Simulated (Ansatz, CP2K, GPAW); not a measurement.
One calculation of AlSn, 3 ways

```xyz
2
Lattice="4.1981 0.0000 0.0000 -2.0991 3.6357 0.0000 0.0000 0.0000 3.3068" Properties=species:S:1:pos:R:3 pbc="T T T"
Sn    0.0000    2.4238    1.6534
Al    0.0000    0.0000    0.0000
```

The cell comes from a database or a generator and needn't be the stable form of this composition.

Alike in all runs: task single point; functional PBEsol; k mesh 7 × 7 × 8; occupations gaussian, width 0.02 eV; no spin polarisation; no spin-orbit coupling. Pressure is positive in compression and, in plane waves, holds the error of the finite cutoff.

```csv
program and potentials,plane-wave cutoff (eV),notes,pressure (GPa)
"Ansatz, all-electron LAPW, scalar-relativistic",-,-,-1.76
"CP2K, POTENTIAL_UZH Sn GTH-PBE-q4, Al GTH-PBE-q3; TZVP-MOLOPT-PBE-GTH basis",-,atomic basis; potentials made for PBE; 3.5 valence electrons an atom on average,0.56
"GPAW, PAW data sets generated for this functional",600,8.5 valence electrons an atom on average,-1.87
```

The pressure spans -1.87 (GPAW, PAW data sets generated for this functional) to 0.56 GPa (CP2K, POTENTIAL_UZH Sn GTH-PBE-q4, Al GTH-PBE-q3; TZVP-MOLOPT-PBE-GTH basis), with all-electron results at -1.76. Rows in atomic bases carry the error of their basis and grid, which can be large.

Differences between rows come from potentials, basis sets and numerical settings, since the functional is the same but for its coding. Runs on potential files found faulty are left out.
